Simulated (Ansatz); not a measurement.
# GdIn: relaxation of cell and atoms

These are results of DFT, PBEsol, PAW with Ansatz's default frozen-core files, scalar-relativistic in Ansatz 0.2.0, not measurements.

Command: `ansatz run input.yaml --threads 1 --pin off --max-ram 3072MiB --backend cpu --events-out ev --progress --plain --runs-dir out` The run took 32 s on 1 thread of Arm Neoverse V1, on a shared host.

```yaml
crystal:
  lattice:
    - [3.83, 0.0, 0.0]
    - [0.0, 3.83, 0.0]
    - [0.0, 0.0, 3.83]
  atoms:
    - { symbol: Gd, position: [0.0, 0.0, 0.0], spin: 7.0 }
    - { symbol: In, position: [0.5, 0.5, 0.5] }
magnetization:
  spin_polarized: true
kpoints:
  mp_grid: { grid: [9, 9, 9] }
scf:
  occupations: { method: fermi_dirac, width: 0.05 }
hamiltonian:
  xc: pbesol
  pseudopotentials: { kind: paw }
output:
  forces: true
  stress: true
  efg: { contact_densities: true }
relax:
  f_tol: 0.005
  max_steps: 80
  cell: {}
```

Where the f shell is localised, expect the real compound to differ from this run without U.

Spin–orbit coupling is left out, though it moves levels of the heavy atoms by tenths of an eV or more.

The run is spin-polarised from parallel moments and ends with 7.20 μB in the cell; other orders may lie lower.

The geometry is COD entry 2310167, unchecked; take it as a test cell.

The cutoff is 420 eV; energies and pressures of the walk include the program's estimate of the Pulay term. The PAW files were made with PBE; their cores are remade for this functional.

Each frame lists the cell vectors (Å), then Cartesian positions (Å); symmetry keeps all forces zero. Free energies count from the first step, -14754.4218 eV.

The walk took 5 evaluations in all; steps that aren't listed are left out.

Step 1: E = 0.0 meV, P = -3.46 GPa

```
cell 3.8300 0.0000 0.0000 0.0000 3.8300 0.0000 0.0000 0.0000 3.8300
Gd    0.0000    0.0000    0.0000
In    1.9150    1.9150    1.9150
```

Step 2: E = -40.9 meV, P = 0.94 GPa

```
cell 3.7251 0.0000 0.0000 0.0000 3.7251 0.0000 0.0000 0.0000 3.7251
Gd    0.0000    0.0000    0.0000
In    1.8625    1.8625    1.8625
```

(1) How does the relaxation end?

Results:

(1) It converges, with a = 3.745 Å, b = 3.745 Å, c = 3.745 Å, α = 90.00°, β = 90.00°, γ = 90.00° (conventional cell, space group Pm-3m). The last solve (on a basis chosen afresh for the final cell, so its energy is not quite comparable) gives E = -42.3 meV, P = -0.01 GPa:
```
cell 3.7445 0.0000 0.0000 0.0000 3.7445 0.0000 0.0000 0.0000 3.7445
Gd    0.0000    0.0000    0.0000
In    1.8723    1.8723    1.8723
```
